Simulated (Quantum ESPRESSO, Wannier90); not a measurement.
# Wannierisation of P (Cmce)

```yaml
crystal:
  lattice:
    - [3.29549, 0.00000, 0.00000]
    - [0.00000, 0.00000, -4.54364]
    - [-1.64775, 5.46504, 0.00000]
  atoms:
    - { symbol: P, position: [0.59586, 0.08882, 0.19172] }
    - { symbol: P, position: [0.40414, 0.91118, 0.80828] }
    - { symbol: P, position: [0.90414, 0.58882, 0.80828] }
    - { symbol: P, position: [0.09586, 0.41118, 0.19172] }
```

Cell from Materials Project (mp-157), symmetrised, no further relaxation. COD (Crystallography Open Database) has the formula in 3 space groups, this one among them (matched by group alone). Method: PBE plane waves in Quantum ESPRESSO 7.5 (PseudoDojo norm-conserving files, 36 Ry, no spin polarisation, no spin-orbit coupling), Bloch states on a 8×6×8 mesh through Γ, Wannier90 4.0.1. Density: 10×8×10 mesh, cold smearing 0.01 Ry. The cell is built of weakly bound layers, chains or molecules, whose nearest atoms lie 3.84 Å apart. Database cells relaxed without dispersion often hold them too far apart, which can enlarge gaps and weakens couplings between them; spacing and stacking were not compared with the measured crystal. The gap is small at this level and was sampled on the meshes and a path alone.

Functional, cutoff and mesh named above are those of the base row (36); the first column says what each row takes instead. Model: 10 functions from bands 1-10, start SCDM (isolated) (the valence bands). Energies are relative to the valence-band maximum; the misfit is to pw.x on a path, for all bands of the set. Only the plane-wave cutoff changes (density cutoff four times as high). Ω_total can sit in another minimum from row to row; Ω_I of an isolated set cannot.

```
ecutwfc (Ry)  Ω_I (Å²)  Ω_total (Å²)  rms misfit (meV)  gap (eV)  ΔE to highest cutoff (meV/atom)  plane waves a k-point, about (cost)  rough cost of nscf and overlaps (first row = 1)
------------  --------  ------------  ----------------  --------  -------------------------------  -----------------------------------  -----------------------------------------------
18               16.43         18.03               6.8     0.110                            239.1                                  710                                              1.0
22               16.49         18.09               6.7     0.100                             76.8                                  960                                              1.1
27               16.51         18.11               6.8     0.094                             14.6                                 1300                                              1.7
36               16.52         18.12               6.7     0.094                              0.8                                 2000                                              2.5
44               16.52         18.12               6.7     0.094                              0.1                                 2700                                                3
55               16.52         18.12               6.7     0.094                              0.0                                 3800                                                5
```
